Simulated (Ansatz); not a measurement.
The start is a relaxed SiNi cell displaced along its unstable phonon at q = (½, ½, 0) of its primitive reciprocal cell (106i cm⁻¹), largest move 0.15 Å. A full variable-cell relaxation at zero pressure is run with PBE (plane waves to 420 eV, PAW, scalar-relativistic; Ansatz, an electronic-structure program). The first steps use a coarse 9×9×7 k-mesh.

Input geometry:
```
CELL_PARAMETERS angstrom
      7.46328     0.00000     0.00000
      3.73164     3.73164     0.00000
      0.00000     0.00000     4.88930
ATOMIC_POSITIONS crystal
  Si 0.75000 0.50000 0.96932
  Si 0.25000 0.50000 0.03068
  Si 0.25000 0.00000 0.50000
  Si 0.75000 0.00000 0.50000
  Ni 0.98970 0.02059 0.25000
  Ni 0.51030 0.97941 0.25000
  Ni 0.01030 0.97941 0.75000
  Ni 0.48970 0.02059 0.75000
```

**Question.** Which atoms feel the largest initial force, and how large is it?

**Answer.** 0.16 eV/Å, on Ni5, Ni6, Ni7, Ni8 (atoms numbered as listed).

**Question.** By how much does the energy per atom fall from start to end?

**Answer.** 0.14 eV/atom.

**Question.** How does the volume change?

**Answer.** -15.6 %, from 17.02 to 14.36 Å³/atom.

**Question.** How do the shortest distances between atoms change?

**Answer.** The closest pairs of elements (up to four, under 3.6 Å), start → end: Ni–Si 2.22 → 2.28 Å; Ni–Ni 2.45 → 2.35 Å; Si–Si 3.50 → 2.84 Å.

**Question.** What band gap does the relaxed structure have at this level?

**Answer.** Zero (metallic).

**Question.** What does it relax into? Give the structure.

**Answer.** 
```cif
data_Ni8Si8
_chemical_formula_sum 'Si8 Ni8'
_space_group_name_H-M_alt 'Cmme'
_space_group_IT_number 67
_space_group_name_Hall '-C 2a 2'
_cell_length_a 7.02633
_cell_length_b 7.72344
_cell_length_c 4.23378
_cell_angle_alpha 90.000
_cell_angle_beta 90.000
_cell_angle_gamma 90.000
loop_
_atom_site_label
_atom_site_type_symbol
_atom_site_symmetry_multiplicity
_atom_site_Wyckoff_symbol
_atom_site_fract_x
_atom_site_fract_y
_atom_site_fract_z
_atom_site_occupancy
Si1 Si 4 g 0.00000 0.25000 0.23871 1
Si2 Si 4 b 0.25000 0.50000 0.50000 1
Ni1 Ni 8 n 0.33246 0.25000 0.24814 1
```
(The calculation used a cell of 8 atoms; values per cell refer to that cell.)

Final values are on a 9×9×11 k-mesh of the relaxed cell. No spin polarisation in the result. A magnetic state may lie lower.

The run could not lose the symmetry of its start, so the end can be a saddle point.

The relaxed structure here is a generated cell of SiNi: the first start was made by placing the elements on the sites of a structure type, and the end was not matched to a known phase here, so it may be hypothetical. Known forms of SiNi include space group No. 62.
